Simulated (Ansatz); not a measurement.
Pt:
```
Pt
1.0
    0.00000     1.98504     1.98504
    1.98504     0.00000     1.98504
    1.98504     1.98504     0.00000
Pt
1
Direct
  0.00000   0.00000   0.00000
```

Relaxed with PBE. Special points in fractions of this cell's reciprocal vectors: Γ (0.000, 0.000, 0.000); X (0.500, 0.000, 0.500); U (0.625, 0.250, 0.625); K (0.375, 0.375, 0.750); L (0.500, 0.500, 0.500); W (0.500, 0.250, 0.750).

Q: List the band energies nearest the Fermi level at these points for the program Ansatz at the PBE level (PAW).

A: In eV from the Fermi level; about four levels below and three above (degenerate sets whole), none deeper than 8.9 eV; … stands for higher levels left out; points with the same levels are listed once.

```json
[
 {"k": "Γ", "below": "-3.58 -3.58 -3.58 -1.55 -1.55", "above": "…"},
 {"k": "X", "below": "-6.70 -6.27 -0.01", "above": "0.46 0.46 1.84"},
 {"k": "U", "below": "-5.18 -2.69 -1.24 -0.17", "above": "5.60 …"},
 {"k": "L", "below": "-6.97 -3.64 -3.64 -0.34", "above": "0.03 0.03 …"},
 {"k": "W", "below": "-5.35 -4.31 -4.31 -1.89", "above": "0.46 6.87 …"}
]
```

Space group Fm-3m (fcc (Cu type)). The cell was relaxed with PBE under the symmetry of its start. No spin polarisation was allowed. Scalar-relativistic: spin–orbit coupling is off unless named, which matters more the heavier the elements.

Potentials: the later of the program's two PAW sets.
